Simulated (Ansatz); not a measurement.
Relaxation of a generated trial cell of HgTe in the NiAs structure type; 4 atoms in the cell, which starts as P6₃/mmc (No. 194), hP4; a = b = 4.5412 Å, c = 6.3293 Å, α = β = 90.00°, γ = 120.00°. Calculation: r2SCAN (plane waves to 500 eV, PAW, scalar-relativistic; Ansatz, a first-principles code). Γ-centred k-mesh 6×6×4 on the run's cell (coarser than for final values), Fermi–Dirac smearing 0.05 eV. This is the first round of the run. 

The optimiser's lines from the output (shortened; P is positive under compression):

```
relax step   1: F+E_penalty+E_count = -41648.70028424 eV  Δ(F+E_penalty+E_count) = +0.000e0 eV  max|allowed force component| = 7.170e-17 eV/Å  Δτ_max = 0.0000 Å  P = +2.291 GPa  Ω = 113.037 Å³  (7 SCF iters, dr2 threshold 1.00e-7 eV, accepted)
relax step   2: F+E_penalty+E_count = -41648.86590029 eV  Δ(F+E_penalty+E_count) = -1.656e-1 eV  max|allowed force component| = 7.864e-17 eV/Å  Δτ_max = 0.0000 Å  P = -0.228 GPa  Ω = 117.679 Å³  (6 SCF iters, dr2 threshold 4.00e-7 eV, accepted)
relax step   3: F+E_penalty+E_count = -41649.00194459 eV  Δ(F+E_penalty+E_count) = -1.360e-1 eV  max|allowed force component| = 1.041e-16 eV/Å  Δτ_max = 0.0000 Å  P = -0.546 GPa  Ω = 117.580 Å³  (6 SCF iters, dr2 threshold 4.00e-7 eV, accepted)
relax step   4: F+E_penalty+E_count = -41649.08304475 eV  Δ(F+E_penalty+E_count) = -8.110e-2 eV  max|allowed force component| = 5.551e-17 eV/Å  Δτ_max = 0.0000 Å  P = -0.079 GPa  Ω = 115.472 Å³  (6 SCF iters, dr2 threshold 4.00e-7 eV, accepted)
relax step   5: F+E_penalty+E_count = -41649.09283970 eV  Δ(F+E_penalty+E_count) = -9.795e-3 eV  max|allowed force component| = 1.712e-16 eV/Å  Δτ_max = 0.0000 Å  P = +0.112 GPa  Ω = 114.529 Å³  (5 SCF iters, dr2 threshold 4.00e-7 eV, accepted)
relax step   6: F+E_penalty+E_count = -41649.09289852 eV  Δ(F+E_penalty+E_count) = -5.882e-5 eV  max|allowed force component| = 7.401e-17 eV/Å  Δτ_max = 0.0000 Å  P = -0.002 GPa  Ω = 114.813 Å³  (5 SCF iters, dr2 threshold 4.82e-8 eV, accepted)
relax step   7: F+E_penalty+E_count = -41649.09641935 eV  Δ(F+E_penalty+E_count) = -3.521e-3 eV  max|allowed force component| = 7.980e-17 eV/Å  Δτ_max = 0.0000 Å  P = +0.000 GPa  Ω = 114.813 Å³  stress off target by 4.17e-2 GPa  SCF on the basis re-selected at this cell (its energy is not comparable with the rows above)  (6 SCF iters)
relax step   8: F+E_penalty+E_count = -41649.09644395 eV  Δ(F+E_penalty+E_count) = -2.460e-5 eV  max|allowed force component| = 1.295e-16 eV/Å  Δτ_max = 0.0000 Å  P = -0.000 GPa  Ω = 114.798 Å³  (5 SCF iters, dr2 threshold 4.34e-9 eV, accepted)
relax step   9: F+E_penalty+E_count = -41649.09644222 eV  Δ(F+E_penalty+E_count) = +1.728e-6 eV  max|allowed force component| = 1.180e-16 eV/Å  Δτ_max = 0.0000 Å  P = -0.000 GPa  Ω = 114.798 Å³  stress off target by 2.60e-3 GPa  SCF on the basis re-selected at this cell (its energy is not comparable with the rows above)  (5 SCF iters)
```

From the first to the last row the energy changes by -0.10 eV/atom and the volume by +1.6 %. The last row is marked as not comparable with the walk above it, whose basis was carried along; it does compare with step 1, since both stand on a basis selected at the nominal cutoff for their own cell.

Later rounds, restarted from the end of this one on a renewed k-mesh, logged 4 more steps and released under 0.01 eV/atom more. The final structure after all rounds: P6₃/mmc (No. 194), hP4, NiAs type; a = b = 4.2482 Å, c = 7.3641 Å, α = β = 90.00°, γ = 120.00°. Between re-selections the logged energies stand on a plane-wave basis carried along with the cell. No spin polarisation in the result.

The run could not lose the symmetry of its start: the end is stationary, and may be a saddle point rather than a minimum.

All atoms sit on sites fixed by symmetry, so only the cell could relax.

The relaxed structure here is a generated cell of HgTe: the first start was made by placing the elements on the sites of a structure type, and the end was not matched to a known phase here, so it may be hypothetical. Known forms of HgTe include space group No. 216.
